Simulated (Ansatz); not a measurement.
W2C in space group P-3m1 (No. 164; C on 1a, W on 2d) at seven volumes, plane-wave PAW PBE (Ansatz code), shape and atoms relaxed at each. One row is withheld.

| V (Å³/atom) | P (GPa) |
|---|---|
| 11.517 | 35.91 |
| 11.896 | 21.84 |
| 12.276 | ? |
| 12.656 | 0.00 |
| 13.035 | -8.68 |
| 13.415 | -15.97 |
| 13.795 | -22.13 |

Q: Fit the shown pressures and predict the withheld one.

A: P = (3/2)B₀(x^(7/2) − x^(5/2))[1 + (3/4)(B′ − 4)(x − 1)] with x = (V₀/V)^(2/3). Least squares on the six rows gives V₀ = 12.653 Å³/atom, B₀ = 310 GPa, B′ = 4.41. At V = 12.276, x = 1.0204 and P = 10.02 GPa. The run itself gave 10.12 GPa.

The cell was relaxed with PBE under the symmetry of its start. The run is not spin-polarised. Spin–orbit coupling is left out wherever it is not named.

Potentials: the later of the program's two PAW sets.
